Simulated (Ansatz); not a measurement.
Re2B in space group P6_3/mmc (No. 194; B on 2c, Re on 2a, Re on 2d) under volume change, plane-wave PAW r²SCAN (Ansatz code), shape and atoms relaxed at each volume.

```json
[
 {"V (Å³/atom)": "11.030", "E − E(relaxed) (meV/atom)": "124.8", "P (GPa)": "39.88"},
 {"V (Å³/atom)": "11.393", "E − E(relaxed) (meV/atom)": "52.4", "P (GPa)": "24.40"},
 {"V (Å³/atom)": "11.757", "E − E(relaxed) (meV/atom)": "12.4", "P (GPa)": "11.21"},
 {"V (Å³/atom)": "12.121", "E − E(relaxed) (meV/atom)": "0.0", "P (GPa)": "0.00"},
 {"V (Å³/atom)": "12.484", "E − E(relaxed) (meV/atom)": "11.1", "P (GPa)": "-9.52"},
 {"V (Å³/atom)": "12.848", "E − E(relaxed) (meV/atom)": "42.1", "P (GPa)": "-17.60"},
 {"V (Å³/atom)": "13.212", "E − E(relaxed) (meV/atom)": "90.0", "P (GPa)": "-24.38"}
]
```

Task: What does a third-order Birch–Murnaghan fit give for V₀, B₀ and B′?

Result: V₀ = 12.12 Å³/atom, B₀ = 343 GPa, B′ = 4.4.

A made-up cell: these elements were put on the sites of a structure type; neither database checked (COD, Materials Project) lists it. Whether it is the stable phase at ambient conditions was not checked. The r²SCAN relaxation kept the symmetry of its start; its stability against distortions is not shown here. The run is not spin-polarised. Scalar-relativistic: spin–orbit coupling is off unless named, which matters more the heavier the elements.

Potentials: the earlier of the program's two PAW sets.
